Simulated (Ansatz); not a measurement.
Input:

La2AlGe:
```cif
data_Al2Ge2La4
_chemical_formula_sum 'La4 Al2 Ge2'
_space_group_name_H-M_alt 'Amm2'
_space_group_IT_number 38
_space_group_name_Hall 'A 2 -2'
_cell_length_a 4.16947
_cell_length_b 4.62578
_cell_length_c 11.64242
_cell_angle_alpha 90.000
_cell_angle_beta 90.000
_cell_angle_gamma 90.000
loop_
_space_group_symop_operation_xyz
  'x, y, z'
  '-x, -y, z'
  '-x, y, z'
  'x, -y, z'
  'x, y+1/2, z+1/2'
  '-x, -y+1/2, z+1/2'
  '-x, y+1/2, z+1/2'
  'x, -y+1/2, z+1/2'
loop_
_atom_site_label
_atom_site_type_symbol
_atom_site_symmetry_multiplicity
_atom_site_Wyckoff_symbol
_atom_site_fract_x
_atom_site_fract_y
_atom_site_fract_z
_atom_site_occupancy
La1 La 2 a 0.00000 0.00000 0.64003 1
La2 La 2 b 0.50000 0.50000 0.85622 1
Al1 Al 2 a 0.00000 0.00000 0.93325 1
Ge1 Ge 2 b 0.50000 0.50000 0.57050 1
```
(The calculation used a cell of 4 atoms; values per cell refer to that cell.)

This is the r²SCAN-relaxed structure.

Question: All from DFT-r²SCAN in the program Ansatz with PAW potentials, unless another level is named. Predict the electronic character.

Answer: metallic (no gap).

Question: Give the formation energy from the elements (no fitted shifts).

Answer: -0.73 eV/atom.

Question: Give the density of states at the Fermi level.

Answer: 1.1 states/eV per atom (mean over ±0.08 eV).

The first step of the workflow began from a Materials Project structure, measured or hypothetical; the Crystallography Open Database copy checked does not list it. With Al and Ge taken as one species the cell has the higher symmetry Cmcm, so it may be an ordered model of a mixed-site phase. Whether it is the stable phase at ambient conditions was not checked. The r²SCAN relaxation kept the symmetry of its start; its stability against distortions is not shown here. The references are the lowest solids computed at this level, not always the standard phases. Spin–orbit coupling is left out wherever it is not named.

Potentials: the earlier of the program's two PAW sets.
